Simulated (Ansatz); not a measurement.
**How much do the gradients of Si3N4 depend on the method?**

Cell: a structure deposited in the COD, its atoms then relaxed with PBE in this cell.

Space group P6_3/m (No. 176); a = 7.6018, c = 2.9066 Å, γ = 120.00°.

| site | Wyckoff | site symmetry | x | y | z |
| --- | --- | --- | --- | --- | --- |
| Si | 6h | m.. | 0.1737 | 0.7676 | 0.2500 |
| N7 | 2c | -6.. | 0.3333 | 0.6667 | 0.2500 |
| N9 | 6h | m.. | 0.3297 | 0.0296 | 0.2500 |

One atom of each set is listed.

First run. Computed with Ansatz: DFT, PBE, plane waves and PAW, scalar-relativistic, 420 eV cutoff, Γ-centred 4×4×10 k-points, Fermi–Dirac smearing 0.02 eV.

```
site  V_zz (10²¹ V/m²)     η
  Si              0.98  0.42
  N7             -4.87  0.00
  N9             -4.93  0.08
```

Second run. The same atoms and settings, except that the functional is r2SCAN and the cutoff is 500 eV.

Q: Given the first result, estimate the second.

A: 

```json
{"site": "Si", "V_zz": "0.98", "η": "0.39", "change of V_zz": "0.00"}
{"site": "N7", "V_zz": "-4.94", "η": "0.00", "change of V_zz": "-0.07"}
{"site": "N9", "V_zz": "-4.92", "η": "0.08", "change of V_zz": "+0.01"}
```

The largest change of V_zz is on N7, from -4.87 to -4.94. In per cent, |V_zz| changes by 0 on Si, 0 to +1 on N (all sites that start above 0.5).

For the first run: At this cell the PBE pressure is 6 GPa, so with PBE the cell would grow if it were relaxed.
